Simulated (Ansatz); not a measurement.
Here is the system:

BaO:
```cif
data_Ba4O4
_chemical_formula_sum 'Ba4 O4'
_space_group_name_H-M_alt 'Fm-3m'
_space_group_IT_number 225
_space_group_name_Hall '-F 4 2 3'
_cell_length_a 5.57345
_cell_length_b 5.57345
_cell_length_c 5.57345
_cell_angle_alpha 90.000
_cell_angle_beta 90.000
_cell_angle_gamma 90.000
loop_
_atom_site_label
_atom_site_type_symbol
_atom_site_symmetry_multiplicity
_atom_site_Wyckoff_symbol
_atom_site_fract_x
_atom_site_fract_y
_atom_site_fract_z
_atom_site_occupancy
Ba1 Ba 4 a 0.00000 0.00000 0.00000 1
O1 O 4 b 0.50000 0.50000 0.50000 1
```
(The calculation used a cell of 2 atoms; values per cell refer to that cell.)

This is the PBE-relaxed structure.

**Question.** All from the program Ansatz at the PBE level (PAW), unless another level is named. Predict the hole effective mass.

**Answer.** 0.43, 3.9, 3.9 mₑ (principal values).

**Question.** Next, the electron effective mass?

**Answer.** 0.40, 0.40, 1.2 mₑ (principal values).

**Question.** Give the band gap.

**Answer.** 2.10 eV (direct).

**Question.** What about the valence-band maximum?

**Answer.** at X.

**Question.** Next, the weight of the conduction-edge state by species (Voronoi cells)?

**Answer.** Ba 64 %, O 36 %.

**Question.** And the weight of the valence-edge state by species (Voronoi cells)?

**Answer.** O 87 %, Ba 13 %.

Symmetry was held in the PBE relaxation. Spin–orbit coupling is left out wherever it is not named.

Potentials: the later of the program's two PAW sets.
